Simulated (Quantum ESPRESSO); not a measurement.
## Si7C (input and log of a self-consistent run)

Computed values, not a measurement. The program is pw.x of Quantum ESPRESSO 7.5 (plane-wave density functional theory). The cell is made up: 8 atoms on a zincblende/diamond lattice, with randomly drawn elements, strain and displacements, not relaxed. PseudoDojo standard norm-conserving files (v0.5 for PBE, v0.4.1 for LDA and PBEsol) set the functional; there is no spin polarisation, spin-orbit coupling or dispersion term, and the masses in the input are unused placeholders.

Input:

```
&control calculation='scf', pseudo_dir='./dojo.nc.sr.pbe.v0_5.standard.upf', outdir='./o', disk_io='low', tprnfor=.true., tstress=.true. /
&system ibrav=0, nat=8, ntyp=2, nbnd=26, ecutwfc=82.02448710, nosym=.true., tot_charge=0,
 occupations='smearing', smearing='fd', degauss=0.0073498644
/
&electrons conv_thr=7.350e-09, electron_maxstep=60, /
ATOMIC_SPECIES
C 1.0 C.upf
Si 1.0 Si.upf
CELL_PARAMETERS angstrom
5.3187 0.0 0.0
0.0 5.3187 0.0
0.0 0.0 5.3187
ATOMIC_POSITIONS angstrom
Si -0.0019 0.0322 0.0048
Si -0.0057 2.6788 2.6748
C 2.6276 -0.0256 2.6721
Si 2.6246 2.7044 0.0141
Si 1.3677 1.3032 1.291
Si 1.3021 4.0276 3.977
Si 3.9578 1.3482 4.018
Si 4.0246 3.914 1.4233
K_POINTS automatic
6 6 6 1 1 1
```

The log is shortened where brackets say so; the opening notice, blank lines, dates and the lines on written files are dropped, and the path of the files is cut. It prints rydbergs, bohrs and kilobars, and counts compression as positive stress.

```
     Program PWSCF v.7.5
     Parallel version (MPI & OpenMP), running on       4 processor cores
     Number of MPI processes:                 4
     Threads/MPI process:                     1
     [start-up lines left out]
     bravais-lattice index     =            0
     lattice parameter (alat)  =      10.0509  a.u.
     unit-cell volume          =    1015.3437 (a.u.)^3
     number of atoms/cell      =            8
     number of atomic types    =            2
     number of electrons       =        32.00
     number of Kohn-Sham states=           26
     kinetic-energy cutoff     =      82.0245  Ry
     charge density cutoff     =     328.0979  Ry
     scf convergence threshold =      7.3E-09
     mixing beta               =       0.7000
     number of iterations used =            8  plain     mixing
     Exchange-correlation= PBE
                           (   1   4   3   4   0   0   0)
     [axes and pseudopotential details left out]
   Cartesian axes
     site n.     atom                  positions (alat units)
         1        Si     tau(   1) = (  -0.0003572   0.0060541   0.0009025  )
         2        Si     tau(   2) = (  -0.0010717   0.5036569   0.5029048  )
         3        C      tau(   3) = (   0.4940305  -0.0048132   0.5023972  )
         4        Si     tau(   4) = (   0.4934664   0.5084701   0.0026510  )
         5        Si     tau(   5) = (   0.2571493   0.2450223   0.2427285  )
         6        Si     tau(   6) = (   0.2448155   0.7572527   0.7477391  )
         7        Si     tau(   7) = (   0.7441292   0.2534830   0.7554478  )
         8        Si     tau(   8) = (   0.7566887   0.7358941   0.2676030  )
     number of k points=   108  Fermi-Dirac smearing, width (Ry)=  0.0073
     Number of k-points >= 100: set verbosity='high' to print them.
     Dense  grid:   101673 G-vectors     FFT dimensions: (  60,  60,  60)
     Estimated max dynamical RAM per process >     251.04 MB
     Estimated total dynamical RAM >     929.69 MB
     Initial potential from superposition of free atoms
     starting charge      31.9957, renormalised to      32.0000
     Starting wfcs are   32 randomized atomic wfcs
     total cpu time spent up to now is        6.2 secs
     per-process dynamical memory:   213.2 Mb
     Self-consistent Calculation
     iteration #  1     ecut=    82.02 Ry     beta= 0.70
     Davidson diagonalization with overlap
     ethr =  1.00E-02,  avg # of iterations =  4.6
     total cpu time spent up to now is       20.0 secs
     total energy              =     -70.93877690 Ry
     estimated scf accuracy    <       0.37294907 Ry
     iteration #  2     ecut=    82.02 Ry     beta= 0.70
     Davidson diagonalization with overlap
     ethr =  1.17E-03,  avg # of iterations =  4.1
     total cpu time spent up to now is       31.2 secs
     total energy              =     -70.90023668 Ry
     estimated scf accuracy    <       0.69108436 Ry
     iteration #  3     ecut=    82.02 Ry     beta= 0.70
     Davidson diagonalization with overlap
     ethr =  1.17E-03,  avg # of iterations =  2.0
     total cpu time spent up to now is       40.0 secs
     total energy              =     -71.04281098 Ry
     estimated scf accuracy    <       0.03903653 Ry
     iteration #  4     ecut=    82.02 Ry     beta= 0.70
     Davidson diagonalization with overlap
     ethr =  1.22E-04,  avg # of iterations =  5.3
     total cpu time spent up to now is       51.3 secs
     total energy              =     -71.04974998 Ry
     estimated scf accuracy    <       0.00240833 Ry
     iteration #  5     ecut=    82.02 Ry     beta= 0.70
     Davidson diagonalization with overlap
     c_bands:  1 eigenvalues not converged
     c_bands:  1 eigenvalues not converged
     c_bands:  1 eigenvalues not converged
     ethr =  7.53E-06,  avg # of iterations =  9.7
     total cpu time spent up to now is       67.0 secs
     total energy              =     -71.05013191 Ry
     estimated scf accuracy    <       0.00029745 Ry
     iteration #  6     ecut=    82.02 Ry     beta= 0.70
     Davidson diagonalization with overlap
     ethr =  9.30E-07,  avg # of iterations =  3.8
     total cpu time spent up to now is       77.3 secs
     total energy              =     -71.05018255 Ry
     estimated scf accuracy    <       0.00000823 Ry
     iteration #  7     ecut=    82.02 Ry     beta= 0.70
     Davidson diagonalization with overlap
     ethr =  2.57E-08,  avg # of iterations =  3.6
     total cpu time spent up to now is       87.4 secs
     total energy              =     -71.05018684 Ry
     estimated scf accuracy    <       0.00000345 Ry
     iteration #  8     ecut=    82.02 Ry     beta= 0.70
     Davidson diagonalization with overlap
     ethr =  1.08E-08,  avg # of iterations =  2.1
     total cpu time spent up to now is       97.8 secs
     total energy              =     -71.05018725 Ry
     estimated scf accuracy    <       0.00000048 Ry
     iteration #  9     ecut=    82.02 Ry     beta= 0.70
     Davidson diagonalization with overlap
     ethr =  1.51E-09,  avg # of iterations =  2.0
     total cpu time spent up to now is      109.2 secs
     total energy              =     -71.05018733 Ry
     estimated scf accuracy    <       0.00000002 Ry
     iteration # 10     ecut=    82.02 Ry     beta= 0.70
     Davidson diagonalization with overlap
     ethr =  4.70E-11,  avg # of iterations =  4.0
     total cpu time spent up to now is      120.5 secs
     total energy              =     -71.05018734 Ry
     estimated scf accuracy    <       0.00000001 Ry
     iteration # 11     ecut=    82.02 Ry     beta= 0.70
     Davidson diagonalization with overlap
     ethr =  3.83E-11,  avg # of iterations =  1.3
     total cpu time spent up to now is      129.4 secs
     End of self-consistent calculation
     Number of k-points >= 100: set verbosity='high' to print the bands.
     the Fermi energy is     6.0719 ev
!    total energy              =     -71.05018734 Ry
     estimated scf accuracy    <          8.1E-10 Ry
     smearing contrib. (-TS)   =      -0.00117228 Ry
     internal energy E=F+TS    =     -71.04901506 Ry
     The total energy is F=E-TS. E is the sum of the following terms:
     one-electron contribution =      17.09130161 Ry
     hartree contribution      =       5.99888408 Ry
     xc contribution           =     -25.57783349 Ry
     ewald contribution        =     -68.56136726 Ry
     convergence has been achieved in  11 iterations
     Forces acting on atoms (cartesian axes, Ry/au):
     atom    1 type  2   force =    -0.02505477   -0.02588135    0.01337476
     atom    2 type  2   force =     0.03857552   -0.06021558    0.01985854
     atom    3 type  1   force =     0.00616913    0.00299327    0.00217462
     atom    4 type  2   force =     0.01706609    0.00335060   -0.00313162
     atom    5 type  2   force =     0.03979927   -0.04293513    0.09259017
     atom    6 type  2   force =     0.06870845    0.06138819   -0.05446288
     atom    7 type  2   force =    -0.05610018   -0.05353647   -0.06201627
     atom    8 type  2   force =    -0.08916352    0.11483647   -0.00838732
     Total force =     0.248741     Total SCF correction =     0.000021
     Computing stress (Cartesian axis) and pressure
          total   stress  (Ry/bohr**3)                   (kbar)     P=      -18.02
  -0.00011336  -0.00004496   0.00013752          -16.68       -6.61       20.23
  -0.00004496  -0.00013150  -0.00003273           -6.61      -19.34       -4.81
   0.00013752  -0.00003273  -0.00012263           20.23       -4.81      -18.04
     init_run     :      4.39s CPU      4.65s WALL (       1 calls)
     electrons    :    121.92s CPU    123.25s WALL (       1 calls)
     forces       :      2.23s CPU      2.26s WALL (       1 calls)
     stress       :      7.64s CPU      7.65s WALL (       1 calls)
     [timing details left out]
     PWSCF        :   2m17.78s CPU   2m19.50s WALL
     JOB DONE.
```

In other units: free energy -966.687 eV for the cell, pressure -1.80 GPa, largest force component 2.953 eV/Å. A rerun of the same cell at another strain at 1347 eV and a 8 x 8 x 8 mesh moved values by no more than 0.003 eV in energy, 0.03 GPa in stress and 0.002 eV/Å in force.